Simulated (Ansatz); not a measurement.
**Property card for Sn2F**

Level of theory: Ansatz 0.2.0, DFT PBE, scalar-relativistic, plane waves, PAW.

Settings: cutoff 420 eV, Γ-centred mesh 12×12×14 on the computed 3-atom cell, Gaussian smearing of 0.10 eV; no spin polarisation.

The structure is relaxed at this level of theory with its symmetry kept, and needn't be the ground state of this composition.

```cif
data_structure
_symmetry_space_group_name_H-M 'P 1'
_symmetry_Int_Tables_number 1
_cell_length_a 4.7374
_cell_length_b 4.7374
_cell_length_c 3.2961
_cell_angle_alpha 90.000
_cell_angle_beta 90.000
_cell_angle_gamma 120.000
_cell_volume 64.06
loop_
_atom_site_label
_atom_site_type_symbol
_atom_site_fract_x
_atom_site_fract_y
_atom_site_fract_z
_atom_site_occupancy
Sn1 Sn 0.33333 0.66667 0.23286 1
Sn2 Sn 0.66667 0.33333 0.76714 1
F1 F 0.00000 0.00000 0.00000 1
```

(1) Formation energy from the elements' standard states (uncorrected)?

(2) Kohn–Sham band gap?

(3) Density of states at the Fermi level?

(4) Orbital (Löwdin) character within 0.5 eV of the Fermi level?

(5) Bader charge by site (e)?

Answers

(1) -0.787 eV/atom.

(2) none (metal).

(3) 1.1 states/eV per cell.

(4) Sn 5p 73 %, Sn 5s 13 %, F 2p 11 %.

(5) Sn (2 in the cell) 0.40, F (1 in the cell) -0.81.

Another cell of Sn2F relaxed alike, in P6_3/mmc, lies 12 meV/atom lower, so this cell isn't the stable form at this level.

The cell was found from a structure generator's guess, not taken from experiment. Löwdin shares on free-atom orbitals overweight diffuse shells.
